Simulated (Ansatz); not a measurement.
**Structure relaxation, Ta**

The start is a randomly generated symmetric cell of Ta (space group No. 221). The cell and all atomic positions are relaxed at zero pressure with PBEsol (plane waves to 420 eV, PAW, scalar-relativistic; Ansatz, a program for electronic structure). The first steps use a coarse 8×8×8 k-mesh.

The start:
```
Ta
1.0
    4.39280     0.00000     0.00000
    0.00000     4.39280     0.00000
    0.00000     0.00000     4.39280
Ta
4
Direct
  0.50000   0.00000   0.00000
  0.00000   0.50000   0.00000
  0.00000   0.00000   0.50000
  0.00000   0.00000   0.00000
```

Task: How does the volume change?

Result: +39.0 %, from 21.19 to 29.45 Å³/atom.

Task: Is the relaxed structure metallic? Give its gap.

Result: No gap (metallic).

Task: Give the final cell and atomic positions.

Result: 
```cif
data_Ta4
_chemical_formula_sum 'Ta4'
_space_group_name_H-M_alt 'Pm-3m'
_space_group_IT_number 221
_space_group_name_Hall '-P 4 2 3'
_cell_length_a 4.90229
_cell_length_b 4.90229
_cell_length_c 4.90229
_cell_angle_alpha 90.000
_cell_angle_beta 90.000
_cell_angle_gamma 90.000
loop_
_atom_site_label
_atom_site_type_symbol
_atom_site_symmetry_multiplicity
_atom_site_Wyckoff_symbol
_atom_site_fract_x
_atom_site_fract_y
_atom_site_fract_z
_atom_site_occupancy
Ta1 Ta 3 d 0.00000 0.00000 0.50000 1
Ta2 Ta 1 a 0.00000 0.00000 0.00000 1
```

The space group stays Pm-3m (No. 221) (the run could not lower it), with 4 atoms in the primitive cell. Final values are on a 10×10×10 k-mesh of the relaxed cell. The start holds a very short contact (Ta–Ta 2.20 Å). No spin polarisation in the result. A magnetic state may lie lower.

The run could not lose the symmetry of its start, so the end can be a saddle point.

All atoms sit on sites fixed by symmetry, so only the cell could relax.

The relaxed structure here is a generated cell of Ta: the first start was made by a random draw of sites in a space group, and the end was not matched to a known phase here, so it may be hypothetical. Known forms of Ta include space group No. 229.
